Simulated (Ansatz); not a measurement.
NaF:
```cif
data_FNa
_chemical_formula_sum 'Na1 F1'
_space_group_name_H-M_alt 'P 1'
_space_group_IT_number 1
_cell_length_a 3.32416
_cell_length_b 3.32416
_cell_length_c 3.32416
_cell_angle_alpha 60.000
_cell_angle_beta 60.000
_cell_angle_gamma 60.000
loop_
_space_group_symop_operation_xyz
  'x, y, z'
loop_
_atom_site_label
_atom_site_type_symbol
_atom_site_fract_x
_atom_site_fract_y
_atom_site_fract_z
_atom_site_occupancy
Na1 Na 0.00000 0.00000 0.00000 1
F1 F 0.50000 0.50000 0.50000 1
```

Relaxed with PBE. Independent-particle spectrum: no excitons, no local fields, no scissors shift; 0.1 eV broadening; ε₁ of the summed bands alone.

Tabulate the dielectric function from PBE in the plane-wave PAW code Ansatz.



```
E (eV)  ε₁ xx  ε₂ xx
------  -----  -----
0.0      1.75   0.00
0.3      1.75   0.00
0.6      1.75   0.00
0.9      1.75   0.00
1.2      1.76   0.00
1.5      1.76   0.00
1.8      1.77   0.00
2.1      1.77   0.00
2.4      1.78   0.00
2.7      1.79   0.00
3.0      1.80   0.00
3.3      1.82   0.00
3.6      1.84   0.00
3.9      1.85   0.00
4.2      1.88   0.00
4.5      1.91   0.00
4.8      1.94   0.00
5.1      1.98   0.00
5.4      2.04   0.00
5.7      2.12   0.00
6.0      2.29   0.01
6.3      2.39   0.32
6.6      2.30   0.47
6.9      2.22   0.55
7.2      2.15   0.61
7.5      2.09   0.65
7.8      2.04   0.68
8.1      2.00   0.71
8.4      1.96   0.73
8.7      1.93   0.75
9.0      1.90   0.77
9.3      1.88   0.79
9.6      1.86   0.81
9.9      1.84   0.84
10.2     1.83   0.88
10.5     1.83   0.96
10.8     1.70   1.16
11.1     1.47   1.05
11.4     1.40   0.93
11.7     1.40   0.82
12.0     1.44   0.74
```

From ε at 8.0 eV (xx: 2.01 + 0.70i), find n, k, the normal reflectivity and the absorption coefficient.

n = 1.44, k = 0.243, R = 4 %, α = 2kE/ħc = 200000 cm⁻¹.

With all bands, ε∞ without local fields is 1.90. DFPT, with local fields, gives 1.86.

Space group Fm-3m (rock salt). Symmetry was held in the PBE relaxation; phonons on a q-mesh show no instability.

Potentials: the later of the program's two PAW sets.
